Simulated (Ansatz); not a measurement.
Structures of BiW₃: which is lowest?

Plane-wave DFT in Ansatz with scalar-relativistic PAW potentials, cutoff 420 eV, Γ-centred meshes chosen by cell and gap, Gaussian smearing with energies taken to zero width. Every cell was relaxed (cell and atoms) in a run of its own, within the symmetry of its start. Functional: PBE.

Relaxed structures (starts from databases or built by putting these elements on another compound's sites):
A. Pm-3m, 4 atoms in the computed cell, a = 4.168 Å; sites (symmetry × multiplicity) Bi m-3m × 1, W 4/mm.m × 3; start: built
B. P6_3/mmc, 8 atoms in the computed cell, a = 6.439 Å, c = 4.541 Å; sites (symmetry × multiplicity) Bi -6m2 × 2, W mm2 × 6; start: built
C. I4/mmm, 4 atoms in the computed cell, a = 4.009 Å, c = 8.928 Å; sites (symmetry × multiplicity) Bi 4/mmm × 2, W -4m2 × 4 + 4/mmm × 2; start: built

Q: Rank them by energy. Could pressure change the order?

A:
```tsv
structure	group	E − E(lowest) (meV/atom)	V (Å³/atom)	gap on mesh (eV)
B	P6_3/mmc	0.0	20.38	0.00
C	I4/mmm	156	17.93	0.00
A	Pm-3m	285	18.10	0.00
```

B is lowest, 156 meV/atom under C. C is denser by 2.44 Å³/atom, so pressure favours it: ΔE/ΔV, with ΔE in eV and 1 eV/Å³ = 160.2 GPa, gives about 10 GPa for equal enthalpy if both cells were rigid, a rough figure since the two compress differently. Other structures may lie lower than all of these, and vibrations aren't counted.

Spin-orbit coupling is left out, which matters for the bands of heavy elements. For Tl, Pb and Bi spin-orbit coupling shifts energies too.